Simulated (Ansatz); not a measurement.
Gd:
```
CELL_PARAMETERS angstrom
      1.82517     1.05376     8.90431
     -1.82517     1.05376     8.90431
      0.00000    -2.10753     8.90431
ATOMIC_POSITIONS crystal
  Gd 0.00000 0.00000 0.00000
  Gd 0.22296 0.22296 0.22296
  Gd 0.77704 0.77704 0.77704
```
The run is spin-polarised; directions of the spins, atom by atom: ↑ ↑ ↑.

Relaxed with r²SCAN.

### Question
Map the spin density (μB/Å³) on the plane through (0.000, 0.000, 0.000) spanned by u = [1, -1, 0] and v = [1, 0, -1] in lattice vectors, from DFT-r²SCAN in the program Ansatz with PAW potentials.

### Answer
x is the fraction of u, y of v (the angle between them is 60°; rows are the nearest grid lines); atoms in the plane: Gd at (0.00, 0.00).
```
y \ x   0.000  0.111  0.167  0.278  0.389  0.444  0.556  0.611  0.722  0.833  0.889   1.00
------  -----  -----  -----  -----  -----  -----  -----  -----  -----  -----  -----  -----
1.00     16.7   6.75   2.09  0.115  0.043  0.040  0.040  0.043  0.115   2.09   6.75   16.7
0.944    13.4   8.50   3.35  0.186  0.048  0.041  0.040  0.041  0.073  0.834   3.35   13.4
0.833    2.09   3.35   2.09  0.254  0.057  0.045  0.042  0.042  0.045  0.097  0.254   2.09
0.778   0.441   1.04  0.834  0.186  0.057  0.046  0.043  0.043  0.043  0.057  0.090  0.441
0.667   0.058  0.090  0.097  0.073  0.048  0.043  0.043  0.043  0.043  0.042  0.043  0.058
0.611   0.043  0.053  0.057  0.053  0.043  0.041  0.042  0.043  0.043  0.042  0.041  0.043
0.556   0.040  0.043  0.045  0.045  0.041  0.040  0.041  0.042  0.043  0.042  0.041  0.040
0.444   0.040  0.041  0.042  0.043  0.042  0.041  0.040  0.041  0.045  0.045  0.043  0.040
0.389   0.043  0.041  0.042  0.043  0.043  0.042  0.041  0.043  0.053  0.057  0.053  0.043
0.333   0.058  0.043  0.042  0.043  0.043  0.043  0.043  0.048  0.073  0.097  0.090  0.058
0.222   0.441  0.090  0.057  0.043  0.043  0.043  0.046  0.057  0.186  0.834   1.04  0.441
0.167    2.09  0.254  0.097  0.045  0.042  0.042  0.045  0.057  0.254   2.09   3.35   2.09
0.0556   13.4   3.35  0.834  0.073  0.041  0.040  0.041  0.048  0.186   3.35   8.50   13.4
0.000    16.7   6.75   2.09  0.115  0.043  0.040  0.040  0.043  0.115   2.09   6.75   16.7
```

The density is the valence pseudo-density with augmentation charge, so density and ELF within about 1 Å of a nucleus are not all-electron values.

Space group R-3m (9R (Sm type)). The first step of the workflow began from a Materials Project structure, measured or hypothetical; the Crystallography Open Database copy checked does not list it. It is not the phase usual at ambient conditions (space group No. 194). The cell was relaxed with r²SCAN under the symmetry of its start; its stability against distortions is not shown here. Magnetic state: ferromagnetic, the only order run, not a proven ground state. Caveat: open 4f shells can settle in a state that is not the lowest. Other orbital occupations within this spin state were not tried. No Hubbard U is applied. Scalar-relativistic: spin–orbit coupling is off unless named, which matters more the heavier the elements.

Potentials: the earlier of the program's two PAW sets. The files were generated under PBE; for other functionals the program regenerates the frozen cores, and for LDA and PBEsol the local potential too.
